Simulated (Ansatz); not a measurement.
## CsNbS₃: modes against the lattice constant

Method: Ansatz 0.2.0, DFT PBE, scalar-relativistic, plane waves, PAW. Settings: 420 eV plane-wave cutoff, Γ-centred 8×8×8 mesh, Fermi-Dirac smearing of 0.15 eV. No spin polarisation. Phonons by linear response, acoustic sum rule imposed.

The cell is fixed (symmetry leaves no force on the atoms) and stands under 13.6 GPa:
Space group Pm-3m (No. 221). a = 4.725 Å, b = 4.725 Å, c = 4.725 Å, α = 90.00°, β = 90.00°, γ = 90.00°
```tsv
atom	site	symmetry	x	y	z
Cs	1a	m-3m	0.0000	0.0000	0.0000
Nb	1b	m-3m	0.5000	0.5000	0.5000
S	3c	4/mm.m	0.5000	0.5000	0.0000
```

The cell is the ideal cubic perovskite prototype; whether it is the stable structure of this composition wasn't checked. In a metal, frequencies and elastic constants depend on the k mesh and the smearing, soft modes and shear constants most. Spin–orbit coupling is left out, which matters for heavy elements. A semilocal functional can close a gap that the real compound has.

Problem. How do the optical zone-centre modes (counted from the lowest optical one, degenerate ones once; i marks imaginary ones) of this metal change over a = 4.725 and 4.895 Å?

Solution.
| a (Å) | 4.725 | 4.895 |
| --- | --- | --- |
| pressure (GPa) | 13.6 | 2.3 |
| mode 1 (cm⁻¹) | 100 | 61 |
| mode 4 (cm⁻¹) | 165 | 118 |
| mode 7 (cm⁻¹) | 166 | 162 |
| mode 10 (cm⁻¹) | 386 | 284 |

Cost: 2 runs of about 2.7 core-minutes in all, on Intel Xeon 6975P-C (Granite Rapids) (shared hosts).